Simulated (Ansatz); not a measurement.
SiO2:
```
CELL_PARAMETERS angstrom
     -2.47300     2.47300     3.65676
      2.47300    -2.47300     3.65676
      2.47300     2.47300    -3.65676
ATOMIC_POSITIONS crystal
  Si 0.00000 0.00000 0.00000
  Si 0.75000 0.25000 0.50000
  O  0.37500 0.22318 0.34818
  O  0.77682 0.12500 0.15182
  O  0.87500 0.02682 0.65182
  O  0.97318 0.62500 0.84818
```

Relaxed with r²SCAN. Special points in fractions of this cell's reciprocal vectors: Γ (0.000, 0.000, 0.000); X (0.000, 0.000, 0.500); P (0.250, 0.250, 0.250); N (0.000, 0.500, 0.000); M (0.500, 0.500, -0.500); S (0.364, 0.636, -0.364); S0 (-0.364, 0.364, 0.364); R (-0.229, 0.229, 0.500); G (0.500, 0.500, -0.229).

Q: List the band energies nearest the valence-band maximum at these points for r²SCAN in the plane-wave PAW code Ansatz.

A: In eV from the valence-band maximum; about four levels below and three above (degenerate sets whole), none deeper than 8.9 eV; points with the same levels are listed once.

| k | below | above |
|---|---|---|
| Γ | -1.56 -0.72 0.00 0.00 | 6.56 9.72 11.73 |
| X | -0.98 -0.98 -0.34 -0.34 | 9.88 9.88 11.24 11.24 |
| P | -1.01 -1.01 -0.44 -0.44 | 10.25 10.25 10.43 10.43 |
| N | -1.50 -0.79 -0.49 -0.15 | 9.07 9.60 10.53 |
| M | -1.50 -1.50 -0.31 -0.31 | 9.64 9.64 11.13 11.13 |
| S | -1.42 -1.14 -0.64 -0.26 | 9.97 10.10 10.11 |
| R | -1.08 -1.08 -0.46 -0.46 | 10.24 10.24 10.52 10.52 |

Space group I-42d. The workflow started from a Materials Project entry (that database holds measured and hypothetical structures alike); the Crystallography Open Database copy checked does not list it. It is not the phase usual at ambient conditions (space group No. 92, 152, 154). The cell was relaxed with r²SCAN under the symmetry of its start; its stability against distortions is not shown here.

Potentials: the later of the program's two PAW sets.
